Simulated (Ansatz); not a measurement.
SnSe:
```
SnSe
1.0
    0.00000     3.33242     3.33242
    3.33242     0.00000     3.33242
    3.33242     3.33242     0.00000
Se Sn
1 1
Direct
  0.25000   0.25000   0.25000
  0.00000   0.00000   0.00000
```

Relaxed with PBEsol. Special points in fractions of this cell's reciprocal vectors: Γ (0.000, 0.000, 0.000); X (0.500, 0.000, 0.500); U (0.625, 0.250, 0.625); K (0.375, 0.375, 0.750); L (0.500, 0.500, 0.500); W (0.500, 0.250, 0.750).

Question: List the band energies nearest the Fermi level at these points for PBEsol in the plane-wave PAW code Ansatz.

Answer: In eV from the Fermi level; about four levels below and three above (degenerate sets whole), none deeper than 8.9 eV; points with the same levels are listed once.

```json
[
 {"k": "Γ", "below": "-5.29 -2.37 -2.37 -2.37", "above": "1.44 1.44 1.44"},
 {"k": "X", "below": "-3.63 -3.63 -0.65 -0.11", "above": "4.45 4.45 5.49"},
 {"k": "U", "below": "-7.52 -4.10 -3.42 -0.52", "above": "1.16 3.42 3.70"},
 {"k": "L", "below": "-7.30 -2.91 -2.91 -2.25", "above": "2.21 2.21 3.39"},
 {"k": "W", "below": "-7.54 -3.95 -3.86", "above": "0.09 1.60 2.10"}
]
```

Space group F-43m (zinc blende). The start of the workflow was typed in or built on a structure type; neither database checked (COD, Materials Project) lists it. It is not the phase usual at ambient conditions (space group No. 62). Symmetry was held in the PBEsol relaxation. At this level the phase is mechanically unstable. Spin–orbit coupling is left out wherever it is not named.

Potentials: the later of the program's two PAW sets.
